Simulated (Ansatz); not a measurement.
AlAs:
Space group P6₃mc (No. 186); a = 3.971 Å, b = 3.971 Å, c = 6.529 Å, α = 90.00°, β = 90.00°, γ = 120.00°

| atom | site | symmetry | x | y | z |
|---|---|---|---|---|---|
| Al | 2b | 3m. | 0.3333 | 0.6667 | 0.0008 |
| As | 2b | 3m. | 0.3333 | 0.6667 | 0.3752 |

Relaxed with LDA.

Q: Give the optical modes at the zone centre with their infrared and Raman activity from DFPT, LDA in the plane-wave PAW code Ansatz.

A: Transverse frequencies, without the LO–TO term; a row sums one degenerate level.

| ω (cm⁻¹) | degeneracy | IR ((D/Å)²/amu) | Raman (Å⁴/amu) | activity | symmetry |
|---|---|---|---|---|---|
| 68 | 2 | 0.00 | 0.19 | Raman | E2 |
| 211 | 1 | 0.00 | 0 | silent | B1 |
| 346 | 2 | 0.00 | 78 | Raman | E2 |
| 354 | 1 | 11.90 | 170 | IR+Raman | A1 |
| 357 | 2 | 20.20 | 40 | IR+Raman | E1 |
| 364 | 1 | 0.00 | 0 | silent | B1 |

Q: How high does the top mode go among those that the LO–TO term moves?

A: 392 cm⁻¹ for q along x, 392 cm⁻¹ for q along y, 393 cm⁻¹ for q along z.

Space group P6_3mc (wurtzite). The workflow started from a Materials Project entry (that database holds measured and hypothetical structures alike); the Crystallography Open Database copy checked does not list it. It is not the phase usual at ambient conditions (space group No. 216). The cell was relaxed with LDA under the symmetry of its start; of distortions, only those at the zone centre were tested.

Potentials: the later of the program's two PAW sets.
